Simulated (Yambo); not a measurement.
Yambo run on LaS$_{2}$ (space group P2_1/c, No. 14). The wavefunctions come from this Quantum ESPRESSO step (PBEsol, PseudoDojo standard norm-conserving files, scalar-relativistic):

```
&CONTROL
  calculation = 'nscf'
  pseudo_dir = './pseudo'
  outdir = './out'
/
&SYSTEM
  ibrav = 0
  nat = 12
  ntyp = 2
  ecutwfc = 110.0
  ecutrho = 440.0
  occupations = 'fixed'
  force_symmorphic = .true.
  nbnd = 402
/
&ELECTRONS
  conv_thr = 1.2000000000000002e-08
  diago_full_acc = .true.
  diago_thr_init = 1e-08
/
ATOMIC_SPECIES
S 32.0600 S.upf
La 138.9055 La.upf
CELL_PARAMETERS angstrom
  8.211560000000   0.000000000000   0.000000000000
  0.000000000000   4.143840000000   0.000000000000
 -0.009050000000   0.000000000000   8.217645000000
ATOMIC_POSITIONS crystal
S   0.002580000000   0.350070000000   0.104170000000
S   0.997420000000   0.649930000000   0.895830000000
S   0.997420000000   0.850070000000   0.395830000000
S   0.002580000000   0.149930000000   0.604170000000
S   0.365290000000   0.263690000000   0.374130000000
S   0.634710000000   0.736310000000   0.625870000000
S   0.634710000000   0.763690000000   0.125870000000
S   0.365290000000   0.236310000000   0.874130000000
La   0.722990000000   0.289980000000   0.369680000000
La   0.277010000000   0.710020000000   0.630320000000
La   0.277010000000   0.789980000000   0.130320000000
La   0.722990000000   0.210020000000   0.869680000000
K_POINTS automatic
1 4 1 0 0 0
```

Yambo input:

```
rim_cut
gw0
dyson
el_el_corr
HF_and_locXC
ppa
em1d
RandQpts= 1000000
RandGvec= 1 Ry
EXXRLvcs= 110 Ry
VXCRLvcs= 440 Ry
Chimod= "HARTREE"
% BndsRnXp
 1 | 401 |
%
NGsBlkXp= 7 Ry
% LongDrXp
 1.0 | 1.0 | 1.0 |
%
PPAPntXp= 27.2114 eV
% GbndRnge
 1 | 401 |
%
GTermKind= "BG"
DysSolver= "n"
ExtendOut
% QPkrange
 1 | 1 | 46 | 47 |
 3 | 3 | 46 | 47 |
%
```

k points by index: 1 = Γ, 3 = (0, -0.5, 0).

Table of the .qp output:

```
#    K-point    Band    Eo [eV]    E [eV]    E-Eo [eV]    Vxc [eV]    Vnlxc [eV]    Sc|Eo [eV]    Sc|E [eV]    dSc/dw|Eo [eV]    Re(Z)    Im(Z)
#
    1    46    0.000000    -0.542096    -0.542096    -13.23113    -15.85070    1.925152    2.077476    -7.644804    0.780673    -0.001403
    1    47    0.970093    1.264615    0.294522    -10.13959    -5.706278    -4.068851    -4.138787    -6.459050    0.808166    -0.001291
    3    46    -0.493432    -0.967384    -0.473952    -12.39808    -14.69128    1.686827    1.819247    -7.601311    0.781648    -0.001473
    3    47    2.793260    5.167604    2.374345    -14.66378    -4.269841    -7.266637    -8.019598    -8.628477    0.759245    -0.001673
```
(The two width columns are left out.) Convergence of these settings isn't established.

Geometry of the Materials Project entry, not relaxed at this level.

The structure is a Materials Project entry; no match was found in the copy of COD used, and its stability was not checked.
